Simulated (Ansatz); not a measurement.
Is this Ir2Rh structure a true minimum?

The cell was found from a structure generator's guess, not taken from experiment.

The calculation used DFT PBE, scalar-relativistic, plane waves, PAW (Ansatz 0.2.0). Settings: cutoff 420 eV, Γ-centred mesh 18×18×4 on the computed 6-atom cell, Gaussian smearing of 0.10 eV; no spin polarisation.

The cell below (6 atoms, space group P-6m2 (No. 187)) is relaxed within its symmetry.

```xyz
6
Lattice="2.7392 0.0000 0.0000 -1.3696 2.3722 0.0000 0.0000 0.0000 13.2933" Properties=species:S:1:pos:R:3 pbc="T T T"
Ir    0.0000    1.5815   11.0729
Ir    0.0000    1.5815    2.2204
Ir    0.0000    1.5815    6.6467
Ir    1.3696    0.7907    0.0000
Rh    1.3696    0.7907    4.4426
Rh    1.3696    0.7907    8.8507
```

For the test a repeat of it with 12 atoms (edges 2.74, 2.74, 26.59 Å) was strained at random (σ = 1.5 % a component), the atoms were moved at random (σ = 0.05 Å), and all was relaxed again on a coarse 12×12×1 mesh (in the run’s order of axes) with 0.20 eV smearing, with no symmetry imposed.

These runs have no spin–orbit coupling, which can matter for Ir.

Task: What happens?

Result: It returns, within 1 meV/atom of the unmoved cell on that mesh and with the same symmetry when read at 0.1 Å (Cm at 0.01 Å, so small strains and shifts remain). No instability shows in this cell; modes of other wave vectors, which need another repeat, aren't tested.
